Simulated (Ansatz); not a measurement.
Relaxed-ion elastic tensor of Au (fcc (Cu type), space group No. 225) in GPa (Voigt order), r²SCAN in the plane-wave PAW code Ansatz; density 18.65 g/cm³, 17.53 Å³ per atom.

|  | 1 | 2 | 3 | 4 | 5 | 6 |
|---|---|---|---|---|---|---|
| 1 | 168 | 147 | 147 | 0.0 | 0.0 | 0.0 |
| 2 | 147 | 168 | 147 | 0.0 | 0.0 | 0.0 |
| 3 | 147 | 147 | 168 | 0.0 | 0.0 | 0.0 |
| 4 | 0.0 | 0.0 | 0.0 | 25.1 | 0.0 | 0.0 |
| 5 | 0.0 | 0.0 | 0.0 | 0.0 | 25.1 | 0.0 |
| 6 | 0.0 | 0.0 | 0.0 | 0.0 | 0.0 | 25.1 |

Is the crystal mechanically stable?

Yes: the smallest eigenvalue of C is 21.0 GPa.

Work out the Voigt, Reuss and Hill averages.

K_V = 154, K_R = 154, K_H = 154; G_V = 19.3, G_R = 16.1, G_H = 17.7 GPa.

Give Young's modulus, Poisson's ratio, Pugh's ratio and the universal anisotropy index.

E = 9KG/(3K + G) = 51.2 GPa; ν = 0.44; K/G = 8.68 (ductile by the Pugh limit of 1.75); A_U = 5G_V/G_R + K_V/K_R − 6 = 0.97.

Estimate the sound speeds and the Debye temperature.

v_l = √((K + 4G/3)/ρ) = 3080 m/s, v_t = √(G/ρ) = 974 m/s, mean 1110 m/s; Θ = (h/k)(3n/4πV)^(1/3) v_m = 127 K.

Give the Zener ratio and Young's modulus along [100], [110] and [111].

A = 2C44/(C11 − C12) = 2.39; 1/E = S11 − 2(S11 − S12 − S44/2)Γ with Γ = 0, 1/4, 1/3 gives 30.8, 53.8, 71.5 GPa.

Solve the Christoffel equation for the three sound speeds along [100], [110], [111].

Eigenvalues of C_ijkl n_j n_l equal ρv². In km/s, slowest first: [100] 1.16, 1.16, 3.00; [110] 0.75, 1.16, 3.13; [111] 0.91, 0.91, 3.17.

Space group Fm-3m (fcc (Cu type)). The r²SCAN relaxation kept the symmetry of its start. As this level gives no gap, shear constants depend on the k-mesh and smearing (Fermi–Dirac, 0.1 eV here). Spin–orbit coupling is left out wherever it is not named.

Potentials: the later of the program's two PAW sets.
